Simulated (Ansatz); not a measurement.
This guess for CrPtC4N4 is about to be relaxed.

```
Cr Pt C N
1.0
     5.90860    0.00000    0.00000
     0.00000    5.90860    0.00000
     0.00000    0.00000    5.90860
Cr Pt C N
1 1 4 4
Direct
  0.50000 0.50000 0.50000
  0.00000 0.00000 0.00000
  0.18732 0.18732 0.18732
  0.18732 0.81268 0.81268
  0.81268 0.18732 0.81268
  0.81268 0.81268 0.18732
  0.30164 0.30164 0.30164
  0.30164 0.69836 0.69836
  0.69836 0.30164 0.69836
  0.69836 0.69836 0.30164
```

Method: DFT PBE, scalar-relativistic, plane waves, PAW (Ansatz 0.2.0). Cutoff 420 eV, Gaussian smearing, Γ-centred meshes. Cell and atoms relax first on a coarse mesh and then on a converged one. In between, the cell is made exact in the group found at 0.06 Å. The steps can't lower the symmetry of their start. Collinear spin, starting moments Cr 3.0 μB.

A guess keeps its type if space group and coordination stay and the shape of the cell changes little (axis ratios within about 15 %, angles within 6°); the volume may change.

Problem. Does it keep its structure type, or change into something else?

Solution. It keeps its type. The symmetry stays P-43m (No. 215). The volume per atom shrinks by 7.3 %, from 20.6 to 19.1 Å³. The shortest distance goes from 1.17 Å (C–N) to 1.20 Å (C–N). Counting neighbours within 15 % of an atom's shortest distance, the start has C 1, Cr 4, N 1, Pt 4 and the end C 1, Cr 4, N 1, Pt 4.

The last run used collinear spin, a 6×6×6 mesh for its 10-atom cell and Gaussian smearing of 0.01 eV. Spin–orbit coupling, which can matter for Pt, is left out. Another magnetic order may lie lower. A structure relaxed within its symmetry needn't be a true minimum.
